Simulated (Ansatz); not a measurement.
Si:
```xyz
2
Lattice="0.0000 2.7108 2.7108 2.7108 0.0000 2.7108 2.7108 2.7108 0.0000" Properties=species:S:1:pos:R:3 pbc="T T T"
Si     2.7108     2.7108     2.7108
Si     4.0663     4.0663     4.0663
```

Relaxed with PBE+D3(BJ). Special points in fractions of this cell's reciprocal vectors: Γ (0.000, 0.000, 0.000); X (0.500, 0.000, 0.500); U (0.625, 0.250, 0.625); K (0.375, 0.375, 0.750); L (0.500, 0.500, 0.500); W (0.500, 0.250, 0.750).

Q: List the band energies nearest the valence-band maximum at these points for the program Ansatz at the PBE+D3(BJ) level (PAW).

A: In eV from the valence-band maximum; about four levels below and three above (degenerate sets whole), none deeper than 8.9 eV; points with the same levels are listed once.

```csv
k,below,above
Γ,0.00 0.00 0.00,2.56 2.56 2.56
X,-7.83 -7.83 -2.86 -2.86,0.70 0.70 10.15 10.15
U,-8.25 -7.24 -4.32 -2.44,1.20 4.13 7.49
L,-6.99 -1.20 -1.20,1.55 3.34 3.34
W,-7.67 -7.67 -3.87 -3.87,4.27 4.27 5.02 5.02
```

Space group Fd-3m (diamond). The PBE+D3(BJ) relaxation kept the symmetry of its start.

Potentials: the later of the program's two PAW sets.
